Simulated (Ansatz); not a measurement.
# YIn$_{5}$Rh: pressure against volume

YIn$_{5}$Rh, P4/mmm, a = 4.627 Å, c = 7.452 Å. The structure is a Materials Project entry; whether it is the stable form wasn't checked. Ansatz: r2SCAN, PAW, 500 eV, Γ-centred 8×8×6 mesh on 7 atoms, Gaussian smearing 0.10 eV; no spin polarisation. Shape and atoms are relaxed at each volume; pressure is positive in compression.

| V (Å³/atom) | P (GPa) |
| --- | --- |
| 20.060 | ? |
| 20.743 | 9.41 |
| 21.427 | 5.72 |
| 22.111 | 2.61 |
| 22.795 | 0.00 |
| 23.479 | -2.16 |
| 24.163 | -3.96 |
| 25.074 | -5.89 |

Task: Take V0 = 22.795 Å³/atom, fit the third-order Birch–Murnaghan form to the other rows, and predict the missing pressure.

Result: With the Eulerian strain f = ½[(V0/V)^(2/3) − 1] and y = P/[3f(1 + 2f)^(5/2)], the form is the line y = B0 + 1.5 B0 (B0′ − 4) f. Rows (f, y): 0.03245, 82.6; 0.02106, 81.7; 0.01026, 80.6; -0.00976, 77.5; -0.01905, 76.4; -0.03078, 74.8. Means f = 0.0006967, y = 78.933; Σ(Δf)² = 0.003004, ΣΔfΔy = 0.3838; the slope is their ratio. y = 78.84 + 127.8 f GPa, so B0 = 78.8 GPa and B0′ = 4 + 2 × (127.8)/(3 × 78.84) = 5.08. At V = 20.060, f = 0.04447, y = 84.52 and P = 13.95 GPa. The run gave 13.81 GPa, so the fit is 0.14 GPa too high, a small miss on the scale of the series.

Cost: 8 runs of about 28 core-minutes in all, on Oxide Virtual Turin-like Processor (Zen 5) (shared hosts).